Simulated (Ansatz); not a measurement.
Starting cell, CdSe (zinc blende):

```
CELL_PARAMETERS angstrom
      0.00000     3.09814     3.09814
      3.09814     0.00000     3.09814
      3.09814     3.09814     0.00000
ATOMIC_POSITIONS crystal
  Se 0.75000 0.75000 0.75000
  Cd 0.00000 0.00000 0.00000
```

In this cell atom 2 (Cd, nearest neighbour Se at 2.683 Å; its periodic images, 4.4 Å or more away, move with it) is moved by u·(1.000, 0.000, 0.000) + v·(0.000, 1.000, 0.000); the rest is frozen.

These are PBE (plane waves to 420 eV, PAW, scalar-relativistic; Ansatz, a quantum-chemistry and plane-wave program) values and carry that method's errors. k mesh 8×8×8 (Γ-centred), Fermi-Dirac smearing 0.05 eV. Compression counts positive. CdSe was relaxed with its symmetry unable to fall.

Changes of P (GPa) from the point u = 0.000 Å, v = 0.000 Å when one coordinate moves alone (two changes are said to add if the coupling is within 5 % of the smaller one, nearly so within 20 %):

```
point                      change
-------------------------  ------
u = 0.000 Å, v = -0.400 Å   2.542
u = 0.000 Å, v = -0.200 Å   0.660
u = -0.400 Å, v = 0.000 Å   2.542
u = -0.200 Å, v = 0.000 Å   0.660
u = 0.200 Å, v = 0.000 Å    0.660
u = 0.400 Å, v = 0.000 Å    2.542
u = 0.000 Å, v = 0.200 Å    0.660
u = 0.000 Å, v = 0.400 Å    2.542
```

Task: Do the two effects add at u = 0.200 Å, v = 0.400 Å? Give the computed change.

Result: The sum of the single changes is 0.660 + (2.542) = 3.202; the calculation gives 3.449, so the coupling contributes 0.247 (over 20 % of the smaller single change, not additive).

Task: What is the change at u = -0.200 Å, v = -0.200 Å, where both move, and how far is it from the sum?

Result: The sum of the single changes is 0.660 + (0.660) = 1.320; the calculation gives 1.382, so the coupling contributes 0.062 (under 20 % of the smaller single change, nearly additive).

Task: What is the change at u = -0.400 Å, v = -0.400 Å, where both move, and how far is it from the sum?

Result: The sum of the single changes is 2.542 + (2.542) = 5.084; the calculation gives 6.062, so the coupling contributes 0.978 (over 20 % of the smaller single change, not additive).

(For displaced atoms, the force is minus the slope of the energy, and its curvature is a force constant, which sets phonon frequencies.)
